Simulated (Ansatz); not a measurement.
Sr:
```
CELL_PARAMETERS angstrom
      0.00000     4.85207     4.85207
      4.85207     0.00000     4.85207
      4.85207     4.85207     0.00000
ATOMIC_POSITIONS crystal
  Sr 0.00000 0.00000 0.00000
  Sr 0.25000 0.25000 0.25000
```

Relaxed with r²SCAN.

### Question
Map the electron localisation function on the plane through (0.000, 0.000, 0.000) spanned by u = [1, 0, 0] and v = [-1, 1, 1] in lattice vectors, from r²SCAN (plane waves, PAW; program Ansatz).

### Answer
x is the fraction of u, y of v (the angle between them is 90°; rows are the nearest grid lines); atoms in the plane: Sr at (0.00, 0.00), Sr at (0.50, 0.25).
```
|  *@@%-  .=*#**+===+**#*=.  -%@@*  |
|%@@@@*:  .:====--:--====:.  :*@@@@%|
|@@@@#-.  .:---:::.:::---:.  .-#@@@@|
|--:.    .::::...   ...::::.    .:--|
|    ..:::::..         ..:::::..    |
|-------::..             ..::-------|
|===---::...             ...::---===|
|:::::...                   ...:::::|
|....                           ....|
|              .......              |
|            ...........            |
|         ..::---------::..         |
|       ..::-------------::..       |
|     ..:::::..       ..:::::..     |
|    ...:::.             .:::...    |
|....::::.   .-+#%%%#+-.   .::::....|
|:--====:.  :*@@@@%@@@@*:  .:====--:|
|==+**#*=.  -%@@*   *@@%-  .=*#**+==|
|-=+*###*-. :#@@%=.-%@@#- .-*###*+=-|
|  ..-*%%#-..:*%@@@@@%*:..-#%%*-..  |
|--:. .:*%%*:. .:---:. .:*%%*:. .:--|
|@@@%*:..-#%%*-..   ..-*%%#-..:*%@@@|
|%%@@@+. .+#%#*=-:.:-=*#%#+. .+%@@%%|
|  *@@%-  .=*#**+===+**#*=.  -%@@*  |
```
Scale: ten equal steps from 0.007 (start of ' ') to 0.877 (end of '@'), in the order ' .:-=+*#%@'; x runs from 0.000 to 1.00, y from 0.000 (bottom) to 1.00 (top).

The density is the valence pseudo-density with augmentation charge, so density and ELF within about 1 Å of a nucleus are not all-electron values.

Space group Fd-3m (diamond). The start of the workflow was typed in or built on a structure type; neither database checked (COD, Materials Project) lists it. It is not the phase usual at ambient conditions (space group No. 225). The cell was relaxed with r²SCAN under the symmetry of its start. At this level the phase is mechanically unstable. The volume moved by 28 % from the start of the relaxation.

Potentials: the later of the program's two PAW sets.
